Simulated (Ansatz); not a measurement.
## Fields on a plane of Se (trigonal-Se type, space group P3_121)

```
Se
1.0
    4.52940     0.00000     0.00000
   -2.26470     3.92257     0.00000
    0.00000     0.00000     5.04244
Se
3
Direct
  0.21841   0.00000   0.83333
  0.00000   0.21841   0.16667
  0.78159   0.78159   0.50000
```

The slice is a (0001) plane (indices of the conventional cell) through the point (0.782, 0.782, 0.500) (fractional), spanned by u = [110] and v = [1 -1 0] in vectors of this cell: u (4.53 Å) and v (7.85 Å, at 90° to u). It covers one period; positions are fractions (u, v).

Atoms on it: Se at (0.00, 0.00); Se at (0.50, 0.50).

The numbers are results of PBE (plane waves to 420 eV, PAW, scalar-relativistic; Ansatz, a program for electronic structure), not measurements. k mesh 9×9×7. These are valence fields of a PAW run, semicore shells included where kept as valence: close to a nucleus they are smooth pseudo fields. Se was relaxed with its symmetry unable to fall. The PAW data are Ansatz's earlier set.

```
|%#=-::.  .:-+#|
|++=-:..  .:-=+|
|=--::..   .:--|
|:::...     .::|
|...         ..|
|              |
|     .....    |
|    .:::::... |
|   .:--=--::..|
|  .:-=+++=-:..|
|  .:-+#%#=-::.|
|  .:=+%@%+-::.|
|  .:-+#%#=-::.|
|  .:-=+++=-:..|
|   .:--=--::..|
|    .:::::... |
|     .....    |
|              |
|...         ..|
|:::...     .::|
|=--::..   .:--|
|++=-:..  .:-=+|
|%#=-::.  .:-+#|
|@%+-::.  .:=+%|
```
Scale: ten equal steps from -1.69 (start of ' ') to 1.81 (end of '@'), in the order ' .:-=+*#%@'. Values: log₁₀ of the valence density in e/Å³. The map has 14 points along u (one character each, u = 0 at the left) and 24 along v (v = 0 in the bottom row). The scale is logarithmic, as a density can span decades between atoms and voids.

```tsv
v \ u	0.00	0.14	0.29	0.43	0.57	0.71	0.86
0.88	0.86	0.70	0.23	0.10	0.03	0.29	0.85
0.75	0.06	0.04	0.02	0.05	0.06	0.03	0.03
0.62	0.06	0.05	0.72	0.87	0.81	0.46	0.13
0.50	0.03	0.14	0.82	x	x	0.54	0.13
0.38	0.06	0.05	0.72	0.87	0.81	0.46	0.13
0.25	0.06	0.04	0.02	0.05	0.06	0.03	0.03
0.12	0.86	0.70	0.23	0.10	0.03	0.29	0.85
0.00	x	0.52	0.34	0.05	0.03	0.64	0.77
```

Values: electron localisation function (ELF). Points within 0.5 Å of a nucleus are blanked (x), as the pseudised field means little there.
